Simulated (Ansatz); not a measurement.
## Elastic constants of Cd (P6_3/mmc) under pressure

```yaml
crystal:
  lattice:
    - [2.95655, 0.00000, 0.00000]
    - [-1.47828, 2.56045, 0.00000]
    - [0.00000, 0.00000, 5.54868]
  atoms:
    - { symbol: Cd, position: [0.33333, 0.66667, 0.25000] }
    - { symbol: Cd, position: [0.66667, 0.33333, 0.75000] }
```

This is the zero-pressure cell. At each pressure cell and atoms are relaxed in this structure, and the constants are slopes of the stress at strains of ±0.005 with relaxed ions (the coefficients that govern stability under load). Level: PBEsol, PAW on Ansatz 0.2.0's default frozen-core files (fitted under PBE), scalar-relativistic; k mesh 18×18×8, strains of ±0.005, Fermi-Dirac smearing of 0.100 eV, cutoff 420 eV. P is the pressure of the relaxed cell, less that of this one.

| P (GPa) | V/V₀ | C11 (GPa) | C12 (GPa) | C13 (GPa) | C33 (GPa) | C44 (GPa) |
| --- | --- | --- | --- | --- | --- | --- |
| 0.00 | 1.0000 | 108.4 | 50.0 | 45.8 | 49.9 | 14.9 |
| 1.00 | 0.9815 | 109.5 | 60.8 | 49.9 | 60.6 | 17.5 |
| 2.00 | 0.9656 | 116.6 | 68.2 | 52.1 | 73.7 | 20.9 |
| 3.99 | ? | ? | ? | ? | ? | ? |
| 7.00 | 0.9074 | 156.7 | 88.2 | 75.1 | 104.5 | 33.0 |
| 10.00 | 0.8793 | 172.4 | 91.9 | 101.2 | 95.6 | 38.1 |
| 15.00 | 0.8422 | 211.0 | 99.5 | 122.1 | 136.6 | 48.7 |

Problem. Does the bulk modulus from the constants agree with the pressure-volume curve?

Solution. A third-order Birch-Murnaghan fit to the volumes shown (F against f, f = [(V₀/V)^(2/3) − 1]/2) gives B₀ = 51.1 GPa and B′ = 6.5. Its −V dP/dV stands beside the Reuss value 1/ΣS_ij (i, j ≤ 3):

```
P (GPa)  from P(V)  from the constants
   0.00       51.1                49.5
   1.00       57.6                58.1
   2.00       63.8                66.2
   7.00       91.8                93.2
  10.00      109.0                94.4
  15.00      136.8               132.2
```

Problem. What are the pressure derivatives at zero pressure?

Solution. Slopes at V₀ of quadratic fits in −ln(V/V₀) through the first four rows shown, divided by B₀: dC11/dP = 1.3, dC12/dP = 11.7, dC13/dP = 2.4, dC33/dP = 14.1, dC44/dP = 3.1. The mean slopes up to 2.0 GPa are 4.1, 9.1, 3.1, 11.9, 3.0; curvature and scatter of the constants part the two.

Problem. Fill the row at 3.99 GPa.

Solution. Cubic fits in −ln(V/V₀) through all rows shown give C11 = 131.3, C12 = 79.0, C13 = 61.7, C33 = 87.1, C44 = 26.0 GPa. Computed: V/V₀ = 0.9394, C11 (GPa) = 133.6, C12 (GPa) = 77.9, C13 (GPa) = 58.6, C33 (GPa) = 93.1, C44 (GPa) = 26.7.

Problem. Does a shear stiffness soften?

Solution. C44 goes from 14.9 to 48.7 GPa; (C11 − C12)/2 goes from 29.2 to 55.7 GPa. Neither ends more than 3 % under its start, and the lattice stays mechanically stable over this range.

Caveats: no other phase was computed; many crystals of this kind change structure within this range, and rows or crossings beyond such a change describe a metastable lattice; frozen-core PAW files fitted under PBE, their cores solved anew for the functional of the run; responses of metals move with mesh and smearing; elastic stability says nothing of phonons or of other phases; phonons weren't checked at these pressures.
